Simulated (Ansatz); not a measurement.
Rb2BrCl, ordered on the rocksalt lattice (R-3m) with 4 atoms a cell, relaxed with r2SCAN: 5 runs in the PAW code Ansatz, each a calculation of independent-particle optics. Space group R-3m (No. 166), trigonal; a = 4.781 Å, c = 23.462 Å in the conventional setting, 38.70 Å³ an atom. Cl is surrounded by 6 Rb at 3.33 Å; Br is surrounded by 6 Rb at 3.44 Å; Rb is surrounded by 3 Cl at 3.33 Å and 3 Br at 3.44 Å. Simulation only: spin-unpolarised, and no claim that this is the phase found in nature.

```yaml
crystal:
  lattice:
    - [2.39044, 1.38012, 7.82054]
    - [-2.39044, 1.38012, 7.82054]
    - [0.00000, -2.76025, 7.82054]
  atoms:
    - { symbol: Cl, position: [0.00000, 0.00000, 0.00000] }
    - { symbol: Br, position: [0.50000, 0.50000, 0.50000] }
    - { symbol: Rb, position: [0.25399, 0.25399, 0.25399] }
    - { symbol: Rb, position: [0.74601, 0.74601, 0.74601] }
```

On meshes this coarse, single peaks can be features of the mesh. No local fields, no excitons; the zone sum runs over the cells of the mesh, and ε∞ includes the bands left out of the spectrum. Up to four peaks are listed, those above 15 % of the tallest and inside the complete range; the four can differ from row to row. Rows marked drawn have settings drawn at random (some not listed).

| functional | k mesh | broadening (eV) | scissors (eV) | range (eV) | settings | direct gap on the mesh before scissors (eV) | ε∞ xx | ε∞ yy | ε∞ zz | complete up to (eV) | tallest peaks of mean ε₂ (eV) |
| --- | --- | --- | --- | --- | --- | --- | --- | --- | --- | --- | --- |
| r2SCAN | 6×6×6 | 0.1 | 0.00 | 0–19 | chosen | 5.03 | 2.52 | 2.52 | 2.52 | 19.0 | 7.70 10.05 15.55 18.60 |
| PBE | 6×6×6 | 0.1 | 1.17 (to HSE06) | 0–19 | chosen | 4.44 | 2.50 | 2.50 | 2.50 | 19.0 | 8.40 8.85 10.50 18.80 |
| PBE | 4×4×4 | 0.05 | 0.30 | 0–20 | drawn | 4.44 | 2.63 | 2.63 | 2.63 | 20.0 | 7.55 8.00 9.60 17.95 |
| PBEsol | 4×4×4 | 0.4 | 1.00 | 0.5–6 | drawn | 4.31 | 2.57 | 2.57 | 2.57 | 6.0 | none |

Problem. Estimate from these rows what the further settings give.
```
functional  k mesh  broadening (eV)  scissors (eV)  range (eV)  settings
       PBE   6×6×6              0.1           0.00        0–19    chosen
```

Solution.
```tsv
functional	k mesh	broadening (eV)	scissors (eV)	range (eV)	settings	direct gap on the mesh before scissors (eV)	ε∞ xx	ε∞ yy	ε∞ zz	complete up to (eV)	tallest peaks of mean ε₂ (eV)
PBE	6×6×6	0.1	0.00	0–19	chosen	4.44	2.68	2.68	2.69	19.0	7.25 7.65 9.30 17.65
```

Spin-orbit coupling is left out.
